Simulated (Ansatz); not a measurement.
B₄C:
Space group R-3m, hexagonal axes (No. 166); a = b = 5.6167 Å, c = 12.0599 Å, α = β = 90.00°, γ = 120.00°

```tsv
atom	site	symmetry	x	y	z
B	18h	.m	0.1677	0.3354	0.0261
B	18h	.m	0.2158	0.1079	0.1138
C	6c	3m	0.0000	0.0000	0.3896
C	3b	-3m	0.0000	0.0000	0.5000
```
(The calculation used a cell of 15 atoms; values per cell refer to that cell.)

Relaxed with PBEsol. The program Ansatz at the PBEsol level (PAW) gives a gap of 1.46 eV.

**Question.** What gap does HSE06 give on the same cell (Ansatz, PAW)?

**Answer.** 2.46 eV, 1.01 eV more. The hybrid was solved on a coarser mesh and at special points; the gap given is the minimum over both.

```tsv
k	v1 PBEsol	c1 PBEsol	v1 HSE06	c1 HSE06
Γ	-0.06	2.44	?	?
T	-0.43	1.80	?	?
L	-0.01	1.47	-0.02	2.47
F	-0.54	2.18	?	?
S0	-0.64	1.83	-0.65	2.89
H0	-1.06	1.97	?	?
```

**Question.** Top valence (v1) and lowest conduction level (c1) in eV from each method's valence maximum (which need not be a listed point): supply the withheld HSE06 values.

**Answer.** 
- H0, v1 HSE06: -0.92
- H0, c1 HSE06: 3.06
- Γ, v1 HSE06: -0.07
- Γ, c1 HSE06: 3.62
- F, v1 HSE06: -0.37
- F, c1 HSE06: 3.32
- T, v1 HSE06: -0.23
- T, c1 HSE06: 2.87

Cost on shared cores: the PBEsol run (SCF on a 6×6×6 mesh, then bands and DOS) roughly 50 core-seconds, the HSE06 run (SCF on 4×4×4, then a few points) around 2.8 core-minutes (rough); the tasks are unlike.

The workflow started from a Materials Project entry (that database holds measured and hypothetical structures alike); the Crystallography Open Database copy checked does not list it. Its standing as an ambient phase is unchecked. The cell was relaxed with PBEsol under the symmetry of its start; whether a distortion lowers the energy is not shown.

Potentials: the earlier of the program's two PAW sets. The files were generated under PBE; for other functionals the program regenerates the frozen cores, and for LDA and PBEsol the local potential too.
